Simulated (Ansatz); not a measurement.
**Structures of ZrMo3: which is lowest?**

Plane-wave DFT in Ansatz with scalar-relativistic PAW potentials, cutoff 420 eV, Γ-centred meshes chosen by cell and gap, Gaussian smearing with energies taken to zero width. Every cell was relaxed (cell and atoms) in a run of its own, within the symmetry of its start. Functional: PBE.

Relaxed structures (starts from databases or built by putting these elements on another compound's sites):
A. I4/mmm, 4 atoms in the computed cell, a = 3.802 Å, c = 9.660 Å; sites (symmetry × multiplicity) Zr 4/mmm × 2, Mo -4m2 × 4 + 4/mmm × 2; start: built
B. P4/mmm, 4 atoms in the computed cell, a = 4.579 Å, c = 3.243 Å; sites (symmetry × multiplicity) Zr 4/mmm × 1, Mo 4/mmm × 1 + mmm. × 2; start: built
C. Pm-3m, 4 atoms in the computed cell, a = 4.125 Å; sites (symmetry × multiplicity) Zr m-3m × 1, Mo 4/mm.m × 3; start: built
D. Pm-3n, 8 atoms in the computed cell, a = 5.191 Å; sites (symmetry × multiplicity) Zr m-3. × 2, Mo -4m.2 × 6; start: database

Rank them by energy. Could pressure change the order?

| structure | group | E − E(lowest) (meV/atom) | V (Å³/atom) | gap on mesh (eV) |
| --- | --- | --- | --- | --- |
| B | P4/mmm | 0.0 | 17.00 | 0.00 |
| D | Pm-3n | 200 | 17.48 | 0.00 |
| A | I4/mmm | 239 | 17.46 | 0.00 |
| C | Pm-3m | 460 | 17.55 | 0.00 |

B is lowest, 200 meV/atom under D. The lowest is also the densest of these, so pressure wouldn't bring one of the others in at first order. Other structures may lie lower than all of these, and vibrations aren't counted.